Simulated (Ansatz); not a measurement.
Replacing Bi by La in HfBi₂I₆

```
I Hf Bi
1.0
     0.00000    5.70088    5.70088
     5.70088    0.00000    5.70088
     5.70088    5.70088    0.00000
I Hf Bi
6 1 2
Direct
  0.75630 0.24370 0.24370
  0.24370 0.75630 0.24370
  0.24370 0.75630 0.75630
  0.75630 0.24370 0.75630
  0.24370 0.24370 0.75630
  0.75630 0.75630 0.24370
  0.00000 0.00000 0.00000
  0.25000 0.25000 0.25000
  0.75000 0.75000 0.75000
```

Method: PBE in Ansatz 0.2.0, PAW datasets, plane waves to 420 eV, 5×5×5 Γ-centred mesh, gaussian occupations of width 0.284 eV. Spin: none. Single points at fixed atoms.

Now every Bi is replaced by La on the same fractional sites, and the cell goes from 41.17 to 41.57 Å³ an atom (a = 8.088 Å, b = 8.088 Å, c = 8.088 Å, α = 60.00°, β = 60.00°, γ = 60.00°; 5×5×5 Γ-centred mesh, fermi-dirac occupations of width 0.019 eV).

Q: What changes?

A: The runs give:

```tsv
quantity	HfBi₂I₆	La2HfI6
pressure (GPa)	0.0	-1.3
formation energy (eV/atom)	-0.145	-0.587
```

Mean Bader charges in e: Bi +0.52 becomes La +1.47; I -0.49 → -0.76, Hf +1.92 → +1.60. La is less electronegative than Bi (Pauling 1.10 against 2.02); its site ends 0.95 e more positive, though valence and size count here beside electronegativity, and the I atoms together take up most of the change. Neither shows a clear gap on its mesh. At these unrelaxed cells the formation energy of La2HfI6 is the lower, by 0.44 eV an atom.

Origins: HfBi2I6, a known structure type with other elements put in, at an estimated volume; La2HfI6, a known structure type with other elements put in, at an estimated volume. An invented cell need not be a known compound.

Caveats: atoms and cells are not relaxed; wide smearing; pressure is positive in compression; a dash marks a value that doesn't apply or isn't given.
